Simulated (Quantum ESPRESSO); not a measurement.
# Moving one atom in GaInAl2P4

Calculated results; nothing here was measured. They come from pw.x of Quantum ESPRESSO 7.5, a plane-wave density functional program, with PseudoDojo standard norm-conserving files (v0.5 for PBE, v0.4.1 for LDA and PBEsol). The cells are made up: elements, strain and atom displacements were drawn at random, and nothing was relaxed. There is no spin polarisation, spin-orbit coupling or dispersion term.

The cell has 8 sites of a zincblende or diamond lattice. Sites 1 to 4 hold Ga In Al Al; sites 5 to 8 hold P P P P. Cell vectors in Å: (5.684, 0.000, 0.008); (0.000, 5.627, -0.055); (0.008, -0.055, 5.479). Settings: PBE, cutoff 1088 eV, 4 x 4 x 4 k mesh shifted by half a step, Fermi-Dirac smearing of 0.025 eV.

Each run shifts the Ga atom on site 1 along x and leaves all else fixed. Site 6 is one of its nearest neighbours. E is the free energy of the cell above the lowest run shown.

| run | shift (Å) | Fx on site 1 (eV/Å) | Fx on site 6 (eV/Å) | P (GPa) | E (meV) |
| --- | --- | --- | --- | --- | --- |
| 1 | -0.0980 | 2.060 | 2.129 | 3.14 | 234.6 |
| 2 | -0.0418 | 1.571 | 2.219 | 2.89 | 132.4 |
| 3 | -0.0263 | 1.434 | 2.246 | 2.83 | 109.1 |
| 4 | -0.0152 | 1.336 | 2.266 | 2.79 | 93.7 |
| 5 | 0.0107 | 1.105 | 2.314 | 2.70 | 62.1 |
| 7 | 0.0975 | 0.325 | 2.494 | 2.49 | 0.0 |
| 6 | 0.0228 | ? | ? | ? | ? |

A rerun of one of these cells at 1377 eV and k mesh 6 x 6 x 6 moved values by no more than 0.007 eV in the cell's energy, 0.02 GPa in stress and 0.002 eV/Å in force.

## Worked fit

A parabola through the six runs shown gives Fx on site 1 = 1.201 - 8.88 u - 1.1 u² eV/Å, with u in Å and a scatter of 0.001 eV/Å. Minus the slope, 8.88 ± 0.04 eV/Å², is this atom's force constant along x at u = 0, with its periodic images moving too. The fitted force does not vanish within the range. The error is the larger of the fit's own and the change that a cubic makes, rounded up.

## Withheld run

Question: what Fx on site 1 should run 6 give?

The fit gives 0.998 eV/Å. The calculation gave 0.997 eV/Å.

```
run,shift (Å),Fx on site 1 (eV/Å),Fx on site 6 (eV/Å),P (GPa),E (meV)
6,0.0228,0.997,2.338,2.67,49.4
```